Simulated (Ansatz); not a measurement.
Input file of a DFT run on PtP with Ansatz:

```yaml
crystal:
  lattice:
    - [3.5855600992, 0.0, 0.0]
    - [-1.7927800496, 3.1051861327, 0.0]
    - [0.0, 0.0, 6.6172196563]
  atoms:
    - { symbol: Pt, position: [0.6666666667, 0.3333333333, -0.0105000274] }
    - { symbol: Pt, position: [0.3333333333, 0.6666666667, 0.4894999726] }
    - { symbol: P, position: [0.6666666667, 0.3333333333, 0.6357000274] }
    - { symbol: P, position: [0.3333333333, 0.6666666667, 0.1357000274] }
basis:
  ecutwfc: 420
  ecutrho_ratio: 4
kpoints:
  mp_grid: { grid: [10, 10, 6] }
  band_path:
    path:
      - [[0.0, 0.0, 0.0], [0.5, 0.0, 0.0], [0.33333333, 0.33333333, 0.0], [0.0, 0.0, 0.0], [0.0, 0.0, 0.5], [0.5, 0.0, 0.5], [0.33333333, 0.33333333, 0.5], [0.0, 0.0, 0.5]]
      - [[0.5, 0.0, 0.5], [0.5, 0.0, 0.0]]
      - [[0.33333333, 0.33333333, 0.5], [0.33333333, 0.33333333, 0.0]]
    npoints: 14
hamiltonian:
  xc: pbesol
scf:
  occupations: { method: gaussian, width: 0.05 }
  n_extra_bands: 16
output:
  forces: true
  stress: true
  eigenvalues: true
  populations: true
  dos: { projected: true, de: 0.02, nscf_kmesh: { grid: [15, 15, 9] } }
  bader: false
  write_density: true
  write_potential: true
  elf: true
  volumetric_format: npy
```

Launched as:
```sh
ansatz run input.yaml --threads 4 --pin off --max-ram 4096MiB --backend cpu --events-out ev --progress --plain --runs-dir out
```

The structure was built from a prototype; whether the compound forms in it isn't claimed.

Question: What will the run give?

Answer: Pressure 0.0 GPa, gap on the mesh zero (metallic) (PBEsol, scalar-relativistic).

What the program printed, in part:

```
scf.n_extra_bands = 16 over 23 filled bands (N_el = 46.0): the run solves 39 bands
Pseudopotentials: kind: paw
Pseudopotential: Pt, paw, valence charge 18, recommended cutoff 420 eV (normal), Pt.paw.azcp
Pseudopotential: P, paw, valence charge 5, recommended cutoff 420 eV (normal), P.paw.azcp
Crystal: 4 atoms, lattice volume = 73.675 Å³
Basis set: ecut = 420 eV, 1409 PW (Γ), exchange–correlation on 48×48×90 points (8 copies of the dense FFT grid, shifted against one another)
Bands: 39, of which v1, the nominal top of the filled ones, is band 23 counted from 1 (22 counted from 0)
Symmetry: 12 space group operations
Space group: P63mc (ITA 186), of the structure as read, at distance tolerance 4.2e-5 Å
k-points: 56 of 600 (time reversal used)
Initial density: superposition of atomic densities (neutral atoms: chi_scale 0, normalization atom), corrected by the library's trained network
Initial wavefunctions: pseudopotential atomic-orbital guess
Functional: x = pbesol(κ = 0.804, μ = 0.12346), c = pbesol(β = 0.046)
```

SCF trace (energy estimate counted from the last row):
```
iteration   ΔE (eV)  density residual (eV)
        1    -0.006                1.75e-2
        2  -1.5e-03                5.15e-3
        3  -1.4e-05                1.82e-4
        4   1.0e-06                3.55e-5
        5     0.000                1.50e-6
        6     0.000                3.90e-8
```

```
SCF 1 converged in 6 iterations: F = -26248.988574 eV  dr2 = 3.90e-8
NSCF: frozen V_eff on 129 k-points
NSCF: frozen V_eff on 135 k-points
SCF converged after 6 iterations
Free energy (F): -26248.988574 eV
E sigma→0 (E₀):  -26248.988075 eV
Entropy (-TS):   -0.000998 eV (-0.249 meV/atom)
Fermi energy:    13.114368 eV
--- Per-component energies (eV) ---
  E_band       = -595.859713
  E_kinetic    = 1420.910023
  E_local      = -4840.515342  (includes V_loc(G=0)·N_el)
  E_nonlocal   = 470.567932
  E_hartree    = 1840.583116
  E_xc         = -644.119554
  E_vxc        = -728.082173  (∫ρ·V_xc dr)
  E_paw        = -19741.626203  (= ΣΔE_a)
  E_vpaw       = -599.916004  (= ΣTr[D̂ρ^β])
  E_aug_tail   = 0.000364  (compensation charges beyond the density's cutoff)
  E_ewald      = -4755.454068
  E_core_change = 0.666155  (= ΣΔE_core)
  E_smearing   = -0.000998  (= −TS)
--- Forces (eV/Å), atoms counted from 1 ---
  atom   1  Pt     0.00000000     0.00000000    -0.00016971
  atom   2  Pt     0.00000000     0.00000000    -0.00016971
  atom   3  P      0.00000000     0.00000000     0.00019543
  atom   4  P      0.00000000     0.00000000     0.00019543
--- Stress (GPa, compression-positive) ---
       -0.002241       0.000000       0.000000
        0.000000      -0.002241       0.000000
        0.000000       0.000000       0.005965
  P = ⅓ Tr σ = 0.0005 GPa (0.005 kbar)
--- Band table (eV; the first three rows and the last of 56) ---
  k-point 0: bands = ["-86.2602", "-86.2602", "-40.4719", "-40.4719", "-40.4710", "-40.4710", "-40.4474", "-40.4394", "-0.2240", "1.0817", "6.4215", "6.5808", "7.0681", "7.0681", "7.3865", "7.3865", "9.0246", "9.0246", "9.4750", "9.4775", "9.4775", "15.0701", "15.0701", "15.6474", "16.9956", "17.2664", "17.2664", "18.4841", "18.9110", "20.8397", "20.8397", "21.7047", "21.7047", "22.3027", "24.7077", "25.4701", "25.4701", "26.9882", "27.0448"]
  k-point 1: bands = ["-86.2602", "-86.2602", "-40.4719", "-40.4719", "-40.4711", "-40.4711", "-40.4469", "-40.4400", "-0.1508", "0.9758", "6.3807", "6.5449", "7.0843", "7.0843", "7.3593", "7.3593", "9.0598", "9.0598", "9.4540", "9.4540", "9.8419", "14.9177", "15.1706", "15.1706", "17.0355", "17.0355", "17.3403", "18.4105", "19.0805", "21.0056", "21.0056", "21.7081", "21.7081", "22.0853", "25.0781", "25.6075", "25.6075", "26.6797", "27.2648"]
  k-point 2: bands = ["-86.2602", "-86.2602", "-40.4717", "-40.4717", "-40.4712", "-40.4712", "-40.4454", "-40.4414", "0.0575", "0.7032", "6.3387", "6.4578", "7.1320", "7.1320", "7.2898", "7.2898", "9.1533", "9.1533", "9.3831", "9.3831", "10.7979", "13.5583", "15.4682", "15.4682", "16.5097", "16.5097", "17.7133", "18.2223", "19.6513", "21.3292", "21.3292", "21.4364", "21.6885", "21.6885", "25.6448", "26.0170", "26.0170", "26.2283", "27.1851"]
  k-point 55: bands = ["-86.2601", "-86.2601", "-40.4856", "-40.4856", "-40.4821", "-40.4821", "-40.4414", "-40.4414", "1.7419", "1.7419", "6.6383", "6.6383", "7.0554", "7.0554", "8.2501", "8.2501", "8.9747", "8.9747", "9.6551", "9.6551", "10.7633", "10.7633", "12.0262", "12.0262", "13.6742", "13.6742", "18.9599", "18.9599", "19.7127", "19.7127", "21.6084", "21.6084", "23.5944", "23.5944", "25.3702", "25.3702", "26.8475", "26.8475", "28.7916"]
--- Löwdin populations: 4 sites ---
  site symbol       q [e]
     0     Pt     17.6023
     1     Pt     17.6023
     2      P      5.1203
     3      P      5.1203
```

Run time: 31 s on 4 threads of Arm Neoverse N1, with other jobs on the host, peak memory 0.59 GiB.

Spin–orbit coupling, which matters for such heavy elements, is left out.
